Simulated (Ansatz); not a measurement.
KI (rock salt, space group No. 225), plane-wave PAW PBE (Ansatz code). The conduction-band minimum lies at Γ, with 1 equivalent valley. Second derivatives d²E/dk² of the lowest band at one valley (eV·Å²), along Cartesian directions:

```tsv
direction	d²E/dk²
[100]	22.46
[010]	22.46
[001]	22.46
[110]	22.47
[101]	22.47
[011]	22.47
```

Find the principal effective masses, the density-of-states mass and the conductivity mass.

Off-diagonal terms follow from H_xy = H[110] − (H_xx + H_yy)/2, and m*/mₑ = 7.620 eV·Å² over each eigenvalue: 0.34, 0.34, 0.34. One valley's DOS mass (m₁m₂m₃)^(1/3) = 0.34, conductivity mass 3/(Σ 1/mᵢ) = 0.34 mₑ.

What effective density of states Nc follows at 300 K for parabolic valleys?

Nc = 2.509e19 × 1 × (0.34)^(3/2) ≈ 5.0e18 cm⁻³.

With the computed static dielectric constant 5.88 (mean of the diagonal), estimate a hydrogenic donor's binding energy and radius.

E = 13.606 eV × 0.34/5.88² ≈ 130 meV; a = 0.529 Å × ε/m* ≈ 9.1 Å. Semilocal masses tend to be too small where the gap is.

With ε∞ = 2.80 and ω_LO = 127 cm⁻¹, what Fröhlich coupling constant follows?

α = (1/ε∞ − 1/ε0) √(m* × 13.606 eV/ħω_LO) = 3.2.

Space group Fm-3m (rock salt). Symmetry was held in the PBE relaxation; phonons on a q-mesh show no instability. Spin–orbit coupling is left out wherever it is not named.

Potentials: the later of the program's two PAW sets.
